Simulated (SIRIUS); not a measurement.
SIRIUS run on SnTe (C2/m, 2 atoms in the cell; from Materials Project mp-1883, changed as shown): self-consistent single point.

All values come from this method and carry its errors: PBE, SSSP 1.1.2 efficiency PBE pseudopotentials (plane waves; SIRIUS).

The change in words: lattice vector b scaled by 0.99. Reference geometry (Fm-3m):
```yaml
crystal:
  lattice:
    - [0.00000, 3.23010, 3.23010]
    - [3.23010, 0.00000, 3.23010]
    - [3.23010, 3.23010, 0.00000]
  atoms:
    - { symbol: Sn, position: [0.00000, 0.00000, 0.00000] }
    - { symbol: Te, position: [0.50000, 0.50000, 0.50000] }
```

Reference input (self-consistent single point, DFT, PBE, plane waves, SSSP 1.1.2 efficiency PBE pseudopotentials): parameters.ngridk = 6 6 6; parameters.xc_functionals = [XC_GGA_X_PBE, XC_GGA_C_PBE]; parameters.gk_cutoff = 8.062 1/bohr; parameters.pw_cutoff = 25.496 1/bohr; parameters.smearing = fermi_dirac; parameters.smearing_width = 0.00367493 Ha; potentials = SSSP 1.1.2 efficiency PBE pseudopotentials; parameters.electronic_structure_method = pseudopotential; parameters.num_bands = 14; parameters.num_mag_dims = 0; parameters.num_dft_iter = 100; parameters.energy_tol = 1e-07 Ha. This run's input differs from it in these lines:

```diff
@@ -33,3 +33,3 @@
       [0.0, 0.7071068139, 0.7071068139],
-      [0.7071068139, 0.0, 0.7071068139],
+      [0.7000357413, 0.0, 0.7000357413],
       [0.7071068139, 0.7071068139, 0.0]
```

Log, with long lists cut:

```
[find] density tolerance         : 1e-06
[find] total energy tolerance    : 1e-07
[find] iter_solver_tol (initial) : 0.01
[find] iter_solver_tol (target)  : 1e-13
[find] num_dft_iter              : 100
Charges and magnetic moments
--------------------------------------------------------------------------------
total charge          : 20.000000
[find] | SCF iteration   0 out of 100|
[diagonalize] iterative solver tolerance (occupied, empty): 0.01 0.01
[diagonalize] average number of iterations: 5
[find] Charges and magnetic moments
[find] total charge          : 20.000000
[find] Energy
[find] smearing (-TS)                 :      -0.00014133
   [... lines left out ...]

[find] Charges and magnetic moments
[find] total charge          : 20.000000
[find] Energy
[find] smearing (-TS)                 :      -0.00024459
[find] Total energy                   :     -94.89136302 (Ha),    -189.78272603 (Ry)
[find] Free energy (E-TS)             :     -94.89160760 (Ha),    -189.78321520 (Ry)
[find] band gap (eV)                  :       0.00000000
[find] Efermi                         :       0.27048947
[find] iteration : 24, RMS (target) : 6.6204e-07 (1.0000e-06) , energy difference (target) : -1.8169e-09 (1.0000e-07)
[find] bands are converged : true
[find] iterative solver converged : false
[find] converged after 25 SCF iterations!
[find] Charges and magnetic moments
[find] total charge          : 20.000000
[find] Energy
[find] smearing (-TS)                 :      -0.00024459
[find] Total energy                   :     -94.89136302 (Ha),    -189.78272603 (Ry)
[find] Free energy (E-TS)             :     -94.89160760 (Ha),    -189.78321520 (Ry)
[find] band gap (eV)                  :       0.00000000
[find] Efermi                         :       0.27048947
[ground_state] === stress tensor components [kbar] ===
[ground_state] === stress_total ===
[ground_state]     4.894926    0.626160   -1.235288
[ground_state]     0.626160    9.819910    0.626160
[ground_state]    -1.235288    0.626160    4.894926
[ground_state] ==== total Forces in Ha/bohr =====
[ground_state] atom:    0, force:       0.0000000      0.0000000      0.0000000
[ground_state] atom:    1, force:       0.0000000      0.0000000      0.0000000
```

The run converged in 25 iterations. SIRIUS prints the stress tensor with tension positive. Against the reference run the free energy falls by 1.4 meV/atom and the pressure goes from -1.02 to -0.65 GPa.

The structure comes from a collection of computed structures, made at another level of theory; the collection holds predicted forms beside known ones. Its lattice was then scaled. No clean gap shows at this smearing width and mesh (spacing up to 0.28 Å⁻¹); the mesh is coarse for partly filled bands, so the values carry mesh errors. Semi-local functionals can close small gaps.

Cost on one core: around 3 core-minutes (rough).
